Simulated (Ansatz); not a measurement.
Al:
```
CELL_PARAMETERS angstrom
      2.81878     0.00000     0.00000
     -1.40939     2.44113     0.00000
      0.00000     0.00000     9.17894
ATOMIC_POSITIONS crystal
  Al 0.00000 0.00000 0.00000
  Al 0.00000 0.00000 0.50000
  Al 0.33333 0.66667 0.25000
  Al 0.66667 0.33333 0.75000
```

Relaxed with r²SCAN+D4. Special points in fractions of this cell's reciprocal vectors: Γ (0.000, 0.000, 0.000); M (0.500, 0.000, 0.000); K (0.333, 0.333, 0.000); A (0.000, 0.000, 0.500); L (0.500, 0.000, 0.500); H (0.333, 0.333, 0.500).

### Question
List the band energies nearest the Fermi level at these points for r²SCAN+D4 (plane waves, PAW; program Ansatz).

### Answer
In eV from the Fermi level; about four levels below and three above (degenerate sets whole), none deeper than 8.9 eV; points with the same levels are listed once.

| k | below | above |
|---|---|---|
| Γ | -5.19 -4.58 | 3.79 3.80 11.68 11.68 |
| M | -4.37 -4.36 -3.51 -3.51 | 0.79 1.20 1.58 |
| K | -2.33 -2.33 -1.45 -1.45 -0.82 | 2.58 3.35 3.35 |
| A | -8.05 -8.05 -0.91 -0.91 | 9.08 9.08 12.02 12.02 12.02 12.02 |
| L | -2.03 -2.03 -1.30 -1.30 | 5.00 5.00 5.07 5.07 |
| H | -3.12 -3.12 -0.30 -0.30 | 0.62 0.62 1.27 1.27 |

Space group P6_3/mmc (dhcp (α-La type)). The workflow started from a Materials Project entry (that database holds measured and hypothetical structures alike); the Crystallography Open Database copy checked does not list it. It is not the phase usual at ambient conditions (space group No. 225). Symmetry was held in the r²SCAN+D4 relaxation; whether a distortion lowers the energy is not shown. The pairwise dispersion correction was not fitted to metals.

Potentials: the later of the program's two PAW sets.
